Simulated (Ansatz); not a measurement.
A relaxed 1×1 slab of 5 planes, cut along (100) from a fcc crystal of one element, has a cell area of 8.17 Å² and a bulk spacing of 2.021 Å between its first planes. All-electron LAPW in Ansatz 0.2.0 (PBE, scalar-relativistic, no spin polarisation) gives γ = 0.92 J/m², Φ = 4.29 eV and a change of the outer spacing of +1.6 %. The fcc structure needn't be the element's own.

Problem. Which element is it?

Solution. Al. Other candidates weren't computed, and some may come near.
